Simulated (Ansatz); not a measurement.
TiGa₃: do energies and stresses tell the same story?

Theory: DFT PBEsol, scalar-relativistic, plane waves, PAW in Ansatz 0.2.0.

Settings: cutoff 420 eV, Γ-centred mesh 16×16×16 on the computed 4-atom cell, Gaussian smearing of 0.10 eV; no spin polarisation.

Relaxed cell: I4/mmm, a = 3.746 Å, b = 3.746 Å, c = 8.676 Å, α = 90.00°, β = 90.00°, γ = 90.00°, 4 atoms in the primitive cell. Whether it is the stable form of this composition wasn't checked.

Energies at zero smearing and pressures from the stress tensor, at volumes with shape and atoms relaxed:
| V (Å³/atom) | E − E(first) (meV/atom) | P (GPa) |
| --- | --- | --- |
| 13.390 | 0.00 | 19.28 |
| 13.846 | -45.98 | 13.19 |
| 14.303 | -75.99 | 8.04 |
| 14.759 | -92.49 | 3.68 |
| 15.215 | -97.57 | 0.00 |
| 15.672 | -92.98 | -3.11 |
| 16.128 | -80.24 | -5.74 |
| 16.737 | -52.74 | -8.61 |

Question: Check P = −dE/dV between neighbouring volumes, and get the bulk modulus from the pressures alone.

Answer: With 1 eV/Å³ = 160.2 GPa:
```json
{"middle V (Å³/atom)": "13.618", "−ΔE/ΔV (GPa)": "16.140", "mean P (GPa)": "16.233"}
{"middle V (Å³/atom)": "14.074", "−ΔE/ΔV (GPa)": "10.532", "mean P (GPa)": "10.612"}
{"middle V (Å³/atom)": "14.531", "−ΔE/ΔV (GPa)": "5.791", "mean P (GPa)": "5.858"}
{"middle V (Å³/atom)": "14.987", "−ΔE/ΔV (GPa)": "1.782", "mean P (GPa)": "1.840"}
{"middle V (Å³/atom)": "15.444", "−ΔE/ΔV (GPa)": "-1.609", "mean P (GPa)": "-1.556"}
{"middle V (Å³/atom)": "15.900", "−ΔE/ΔV (GPa)": "-4.473", "mean P (GPa)": "-4.425"}
{"middle V (Å³/atom)": "16.433", "−ΔE/ΔV (GPa)": "-7.240", "mean P (GPa)": "-7.173"}
```

The two differ by 0.09 GPa at most. The mean of two end pressures misses the average over a step by about ΔV² P″/12, up to 0.08 GPa here; with that taken off 0.01 GPa remains. Around V = 15.215 Å³/atom, the two neighbours give B = −V ΔP/ΔV = 15.215 × 6.79 / 0.913 = 113.2 GPa, against B0 = 112.6 GPa from the Birch–Murnaghan fit of the energies.

Cost: 9 runs of about 17 core-minutes in all, on Arm Neoverse V2 (shared hosts).